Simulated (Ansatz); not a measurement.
GaAs:
```
GaAs
1.0
    3.37375     0.00000     0.00000
    0.00000     3.37375     0.00000
    0.00000     0.00000     3.37375
Ga As
1 1
Direct
  0.00000   0.00000   0.00000
  0.50000   0.50000   0.50000
```

Relaxed with PBE. Special points in fractions of this cell's reciprocal vectors: Γ (0.000, 0.000, 0.000); X (0.000, 0.500, 0.000); M (0.500, 0.500, 0.000); R (0.500, 0.500, 0.500).

### Question
List the band energies nearest the Fermi level at these points for PBE with spin–orbit coupling in the plane-wave PAW code Ansatz.

### Answer
In eV from the Fermi level; about four levels below and three above (degenerate sets whole), none deeper than 8.9 eV; … stands for higher levels left out; points with the same levels are listed once.

```csv
k,below,above
Γ,-0.46 -0.46 -0.46 -0.46,4.89 4.89 4.89 4.89
X,-8.09 -8.09,1.24 1.24 1.51 1.51
M,-4.99 -4.99 -4.61 -4.61,2.25 2.25 6.94 6.94
R,-0.28 -0.28 -0.28 -0.28,19.13 19.13 …
```

Space group Pm-3m (CsCl type). The cell is a constructed one: a structure type filled with these elements; neither database checked (COD, Materials Project) lists it. It is not the phase usual at ambient conditions (space group No. 216). The PBE relaxation kept the symmetry of its start; of distortions, only those at the zone centre were tested.

Potentials: the later of the program's two PAW sets.
